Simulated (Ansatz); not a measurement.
The start is a generated cell, Ti3Al built in the AFLOW prototype AB3_hP8_182_c_g (as in Fe3C). Cell shape, volume and atoms are optimised at zero target pressure with PBEsol (plane waves to 420 eV, PAW, scalar-relativistic; Ansatz, a first-principles code). The first steps use a coarse 7×7×7 k-mesh.

Starting cell:
```
Ti3Al
1.0
    5.74379     0.00000     0.00000
   -2.87190     4.97427     0.00000
    0.00000     0.00000     4.97968
Ti Al
6 2
Direct
  0.32491   0.00000   0.00000
  0.32491   0.32491   0.50000
  0.00000   0.32491   0.00000
  0.67509   0.00000   0.50000
  0.67509   0.67509   0.00000
  0.00000   0.67509   0.50000
  0.33333   0.66667   0.25000
  0.66667   0.33333   0.75000
```

| Quantity | Result |
|---|---|
| Initial pressure | +12.9 GPa (positive: the cell is compressed) |
| Largest initial force | 2.27 eV/Å, on Ti1, Ti2, Ti3, Ti4, Ti5, Ti6 (atoms numbered as listed) |
| Outcome | The space group stays P6₃22 (No. 182) (the run could not lower it), with 8 atoms in the primitive cell |
| Volume change | -1.6 %, from 17.78 to 17.51 Å³/atom |
| Shortest distances (start → end) | The closest pairs of elements (up to four, under 3.6 Å), start → end: Al–Ti 2.30 → 2.72 Å; Ti–Ti 3.11 → 2.71 Å; Al–Al 4.15 → 2.85 Å |
| Band gap at the end | no gap (metallic) |
| Optimiser moves | 28 |

It ends as:

```cif
data_Al2Ti6
_chemical_formula_sum 'Ti6 Al2'
_space_group_name_H-M_alt 'P6322'
_space_group_IT_number 182
_space_group_name_Hall 'P 6c 2c'
_cell_length_a 7.53031
_cell_length_b 7.53031
_cell_length_c 2.85181
_cell_angle_alpha 90.000
_cell_angle_beta 90.000
_cell_angle_gamma 120.000
loop_
_atom_site_label
_atom_site_type_symbol
_atom_site_symmetry_multiplicity
_atom_site_Wyckoff_symbol
_atom_site_fract_x
_atom_site_fract_y
_atom_site_fract_z
_atom_site_occupancy
Ti1 Ti 6 g 0.00000 0.30538 0.00000 1
Al1 Al 2 c 0.33333 0.66667 0.25000 1
```

Final values are on a 7×7×16 k-mesh of the relaxed cell. No spin polarisation in the result.

The run could not lower the symmetry of its start; a shaken copy of this end point relaxes with PBEsol to P-62m (No. 189), 0.30 eV/atom lower.

The relaxed structure here is a generated cell of Ti3Al: the first start was made by placing the elements on the sites of a structure type, and the end was not matched to a known phase here, so it may be hypothetical. Known forms of Ti3Al include space group No. 194.
